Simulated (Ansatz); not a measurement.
## Property card for Si₄C

Theory: Ansatz 0.2.0, DFT PBE, scalar-relativistic, plane waves, PAW.

Settings: cutoff 420 eV, Γ-centred mesh 12×12×4 on the computed 10-atom cell, Gaussian smearing of 0.10 eV; no spin polarisation.

The structure is relaxed at this level of theory with its symmetry kept, and needn't be the ground state of this composition.

```
CELL_PARAMETERS angstrom
3.19478 0.00000 0.00000
-1.59739 2.76676 0.00000
0.00000 0.00000 16.11332
ATOMIC_POSITIONS crystal
Si 0.33333 0.66667 0.00000
Si 0.33333 0.66667 0.14626
Si 0.33333 0.66667 0.39500
Si 0.33333 0.66667 0.60500
Si 0.33333 0.66667 0.85374
Si 0.66667 0.33333 0.30191
Si 0.66667 0.33333 0.50000
Si 0.66667 0.33333 0.69809
C 0.66667 0.33333 0.18319
C 0.66667 0.33333 0.81681
```

- Space group: P-6m2 (No. 187)
- Volume per atom: 14.24 Å³
- Formation energy from the elements' standard states (uncorrected): +0.364 eV/atom
- Kohn–Sham band gap: none (metal)
- Density of states at the Fermi level: 2.8 states/eV per cell
- Orbital (Löwdin) character within 0.5 eV of the Fermi level: Si 3p 71 %, Si 3s 16 %, unprojected 7 %
- Bader charge by site (e): Si (1 in the cell) -0.28, Si (2 in the cell) 2.11, Si (2 in the cell) 0.10, Si (2 in the cell) 0.53, Si (1 in the cell) 0.04, C (2 in the cell) -2.61

The cell was found from a structure generator's guess, not taken from experiment. Löwdin shares on free-atom orbitals overweight diffuse shells.
